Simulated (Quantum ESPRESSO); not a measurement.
pw.x input (Quantum ESPRESSO 7.5; PBEsol, PseudoDojo standard norm-conserving files, fully relativistic):

```
&CONTROL
  calculation = 'scf'
  pseudo_dir = './pseudo'
  outdir = './out'
  tprnfor = .true.
  tstress = .true.
/
&SYSTEM
  ibrav = 0
  nat = 2
  ntyp = 2
  ecutwfc = 70.0
  ecutrho = 280.0
  occupations = 'smearing'
  smearing = 'fd'
  degauss = 0.002
  nbnd = 22
  noncolin = .true.
  lspinorb = .true.
/
&ELECTRONS
  conv_thr = 2e-10
/
ATOMIC_SPECIES
P 30.9738 P.upf
In 114.8180 In.upf
CELL_PARAMETERS angstrom
  0.000000000000   2.940562866000   2.940562866000
  2.940562866000   0.000000000000   2.940562866000
  2.940562866000   2.940562866000   0.000000000000
ATOMIC_POSITIONS crystal
P   0.750000000000   0.750000000000   0.750000000000
In   0.000000000000   0.000000000000   0.000000000000
K_POINTS automatic
8 8 8 0 0 0
```

End of the output:

```
     total energy              =    -146.40492018 Ry
     estimated scf accuracy    <       0.00000007 Ry
     total energy              =    -146.40492020 Ry
     estimated scf accuracy    <          1.8E-09 Ry
     total energy              =    -146.40492020 Ry
     estimated scf accuracy    <          6.8E-10 Ry
[...]
     the Fermi energy is     7.2183 ev
!    total energy              =    -146.40492020 Ry
     estimated scf accuracy    <          2.5E-11 Ry
     smearing contrib. (-TS)   =      -0.00000001 Ry
     internal energy E=F+TS    =    -146.40492019 Ry
     The total energy is F=E-TS. E is the sum of the following terms:
     one-electron contribution =     -50.14864456 Ry
     hartree contribution      =      36.86635348 Ry
     xc contribution           =     -43.70925607 Ry
     ewald contribution        =     -89.41337304 Ry
     convergence has been achieved in  10 iterations
     Forces acting on atoms (cartesian axes, Ry/au):
     atom    1 type  1   force =     0.00000000    0.00000000    0.00000000
     atom    2 type  2   force =    -0.00000000    0.00000000    0.00000000
     Total force =     0.000000     Total SCF correction =     0.000000
     Computing stress (Cartesian axis) and pressure
          total   stress  (Ry/bohr**3)                   (kbar)     P=       -0.25
  -0.00000172  -0.00000000   0.00000000           -0.25       -0.00        0.00
  -0.00000000  -0.00000172   0.00000000           -0.00       -0.25        0.00
   0.00000000   0.00000000  -0.00000172            0.00        0.00       -0.25
```
In a gapped system the printed Fermi energy is only some level inside the gap.

Geometry relaxed with PBEsol.
